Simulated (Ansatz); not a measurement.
K2SO4, one structure, two calculations

Cell: a Materials Project structure (computed, not necessarily an observed phase), taken as it stands.

```cif
data_K2SO4
_symmetry_space_group_name_H-M 'C2/c'
_symmetry_Int_Tables_number 15
_cell_length_a 6.0304
_cell_length_b 9.9646
_cell_length_c 8.0297
_cell_angle_alpha 90.000
_cell_angle_beta 90.188
_cell_angle_gamma 90.000
loop_
_atom_site_label
_atom_site_type_symbol
_atom_site_symmetry_multiplicity
_atom_site_Wyckoff_symbol
_atom_site_fract_x
_atom_site_fract_y
_atom_site_fract_z
K1 K 4 e 0.5000 0.8080 0.7500
K3 K 4 a 0.0000 0.0000 0.5000
S S 4 e 0.5000 0.1493 0.7500
O7 O 8 f 0.4870 0.2356 0.9010
O11 O 8 f 0.2981 0.0609 0.7410
```

One atom of each set is listed; the run and its k-mesh use a cell of 14 atoms with edges of 5.82, 5.82, 8.03 Å.

First run. The numbers come from a DFT calculation in Ansatz (PBE, plane waves and PAW, scalar-relativistic, 420 eV cutoff, Γ-centred 5×5×3 k-points, Fermi–Dirac smearing 0.02 eV).

| site | V_zz (10²¹ V/m²) | η |
| --- | --- | --- |
| K1 | 1.14 | 0.24 |
| K3 | -0.73 | 0.86 |
| S | -0.54 | 0.96 |
| O7 | 13.28 | 0.04 |
| O11 | 13.49 | 0.06 |

Second run. The same atoms and settings, except that the cutoff is 550 eV.

Problem. What does the second run give?

Solution. 

```csv
site,V_zz,η,change of V_zz
K1,1.13,0.24,-0.01
K3,-0.74,0.86,-0.01
S,-0.54,0.96,0.00
O7,13.30,0.04,+0.02
O11,13.51,0.06,+0.02
```

No V_zz moves by more than 0.02.

The largest force is 0.3 eV/Å, so the atoms aren't at the calculated equilibrium and relaxing them would move these values.
